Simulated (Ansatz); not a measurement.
Simulated powder pattern, Cu Kα, λ = 1.54184 Å (kinematic, ideal powder, no thermal factors, no anomalous dispersion; the 30 strongest lines at most, above 1 %, up to 2θ = 90°):

```tsv
2θ (°)	I/Imax (%)
27.66	20
34.15	57
44.50	100
57.13	9.2
61.14	22
68.27	13
68.38	8.7
71.92	5.4
78.70	15
88.54	15
```

The pattern belongs to a structure relaxed with PBE (plane waves, PAW; program Ansatz).

Question: Pick the material that matches.
A) SnPt, P6/mmm (Pt on 3f, Sn on 1a, Sn on 2d)
B) TiB2, P6/mmm (Ti on 1a, B on 2d)
C) Sc2GeB2, P-6m2 (Sc on 2h, Ge on 1a, B on 1b, B on 1f)
D) BP, P4_2/mnm (B on 4f, P on 4g)

Answer: B, TiB2, P6/mmm (Ti on 1a, B on 2d)

Question: Give the lattice parameters.

Answer: a = 3.032 Å, c = 3.224 Å.

The PBE relaxation kept the symmetry of its start. The run is not spin-polarised.

Potentials: the earlier of the program's two PAW sets.
